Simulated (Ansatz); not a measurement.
Relaxed-ion elastic tensor of MnGe (rock salt, Fm-3m) in GPa (Voigt order), plane-wave PAW r²SCAN (Ansatz code); density 6.38 g/cm³, 16.60 Å³ per atom.

```
 148  45.7  45.7   0.0   0.0   0.0
45.7   148  45.7   0.0   0.0   0.0
45.7  45.7   148   0.0   0.0   0.0
 0.0   0.0   0.0   1.0   0.0   0.0
 0.0   0.0   0.0   0.0   1.0   0.0
 0.0   0.0   0.0   0.0   0.0   1.0
```

**Question.** Is the crystal mechanically stable?

**Answer.** On the edge, within the error: the smallest eigenvalue of C is 1.0 GPa.

**Question.** Work out the Voigt and Reuss bounds. Is their mean of use?

**Answer.** K_V = 79.7, K_R = 79.7; G_V = 21.0, G_R = 1.6 GPa. The bounds lie so far apart that a Hill average or a Debye temperature from it would say little.

The cell is a constructed one: a structure type filled with these elements; neither database checked (COD, Materials Project) lists it. Its standing as an ambient phase is unchecked. Symmetry was held in the r²SCAN relaxation; its stability against distortions is not shown here. Magnetic state: ferromagnetic, chosen from 5 collinear starts compared on coarse meshes (ties went to the first, and starts can fall back to one state), not a proven ground state. Other orbital occupations within this spin state were not tried. As this level gives no gap, shear constants depend on the k-mesh and smearing (Fermi–Dirac, 0.1 eV here).

Potentials: the later of the program's two PAW sets.
